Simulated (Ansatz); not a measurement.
SiNi₂:
Space group Pnma (No. 62); a = 4.949 Å, b = 3.695 Å, c = 7.005 Å, α = β = γ = 90.00°

```
atom  site  symmetry       x       y       z
----  ----  --------  ------  ------  ------
Si      4c       .m.  0.2107  0.7500  0.1145
Ni      4c       .m.  0.4579  0.2500  0.2948
Ni      4c       .m.  0.1700  0.7500  0.4400
```

Relaxed at zero pressure with the program Ansatz at the r²SCAN level (PAW).

**Question.** The volume is raised by 9 % and shape and atoms relax at that volume. What pressure results, and how do the axes share the change?

**Answer.** -14.0 GPa; a 5.9 %, b 1.3 %, c 1.6 %; the energy rises by 47 meV/atom.

**Question.** Give the new structure.

**Answer.** 
Space group Pnma (No. 62); a = 5.2421 Å, b = 3.7440 Å, c = 7.1143 Å, α = β = γ = 90.00°

| atom | site | symmetry | x | y | z |
|---|---|---|---|---|---|
| Si | 4c | .m. | 0.2263 | 0.7500 | 0.1183 |
| Ni | 4c | .m. | 0.4621 | 0.2500 | 0.3053 |
| Ni | 4c | .m. | 0.1628 | 0.7500 | 0.4401 |

The phase is kept; no other phase was compared at this pressure.

The cell was relaxed with r²SCAN under the symmetry of its start; of distortions, only those at the zone centre were tested. The run is not spin-polarised.

Potentials: the earlier of the program's two PAW sets.
